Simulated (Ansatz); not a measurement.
The cell is InB3As4, ordered on the zincblende lattice (Pmm2) with 8 atoms a cell; cell and atoms were relaxed with r2SCAN. The symmetry is Pmm2 (No. 25, orthorhombic); a = 3.537 Å, b = 7.332 Å, c = 5.162 Å in the conventional setting, 16.74 Å³ an atom. Around B lie 4 As at 2.13–2.17 Å; around As lie 3 B at 2.07–2.13 Å and 1 In at 2.53 Å; around B lie 4 As at 2.07–2.15 Å; around As lie 4 B at 2.15–2.17 Å; around In lie 4 As at 2.52–2.53 Å; around As lie 2 B at 2.17 Å and 2 In at 2.52 Å.

```xyz
8
Lattice="3.5373 0.0000 0.0000 0.0000 7.3321 0.0000 0.0000 0.0000 5.1619" Properties=species:S:1:pos:R:3 pbc="T T T"
B     0.0000    5.6761   -0.0078
As    1.7687    5.7773    1.1658
B     1.7687    0.0000    2.5271
As    0.0000    0.0000    3.7483
B     0.0000    1.6560   -0.0078
As    1.7687    1.5548    1.1658
In    1.7687    3.6660    2.5522
As    0.0000    3.6660    4.3424
```

3 runs of the plane-wave code Ansatz on this cell differ in the functional (and in the settings that go with it). Levels are in eV from each run's valence top; v1 is the last filled band, c1 the first empty one.

Run A, mean stress 0.0 GPa (compression positive):

| point | v2 | v1 | c1 | c2 |
| --- | --- | --- | --- | --- |
| Γ | -0.86 | -0.12 | -0.02 | 0.58 |
| X | -3.55 | -1.91 | 0.25 | 0.50 |
| S | -3.87 | -3.21 | 0.80 | 1.93 |
| Y | -1.90 | 0.00 | 0.71 | 1.49 |
| Z | -2.18 | -0.44 | -0.17 | 0.83 |
| U | -2.67 | -1.81 | 0.16 | 1.34 |

Run B, mean stress +1.9 GPa (compression positive):

| point | v2 | v1 | c1 | c2 |
| --- | --- | --- | --- | --- |
| Γ | -0.83 | -0.28 | -0.02 | 0.39 |
| X | -3.40 | -1.81 | 0.01 | 0.27 |
| S | -3.73 | -3.09 | 0.62 | 1.63 |
| Y | -1.84 | 0.00 | 0.52 | 1.24 |
| Z | -2.06 | -0.41 | -0.34 | 0.64 |
| U | -2.57 | -1.71 | -0.02 | 1.03 |

Run C, mean stress -0.6 GPa (compression positive):

| point | v2 | v1 | c1 | c2 |
| --- | --- | --- | --- | --- |
| Γ | -0.95 | -0.03 | 0.21 | 0.95 |
| X | -3.71 | -2.03 | 0.51 | 0.83 |
| S | -4.02 | -3.37 | 1.12 | 2.30 |
| Y | -2.05 | 0.00 | 1.09 | 1.91 |
| Z | -2.29 | -0.46 | 0.21 | 1.23 |
| U | -2.80 | -1.93 | 0.59 | 1.75 |

Task: Match the runs to PBE, r2SCAN, HSE06.

Result: A is r2SCAN, B is PBE, C is HSE06. In order of the gap: PBE none (overlap 0.34), r2SCAN none (overlap 0.17), HSE06 0.21 eV.

These are computed values for a spin-unpolarised cell that may be hypothetical; none is a measurement.

No spin-orbit coupling is included; it can move band edges with weight on the heavy atoms by tenths of an eV.

The stress of a hybrid is loosely converged in these runs.

Where bands overlap, v1 and c1 are numbered by the electron count and aren't everywhere filled or empty.

Where bands overlap the cell is a metal at that level, and these k meshes limit energies, forces and stress. Overlaps of a few tenths of an eV in semilocal functionals can be an artefact that a hybrid or GW lifts.

The meshes of the hybrids are coarse, so their gaps aren't converged to the digits shown.
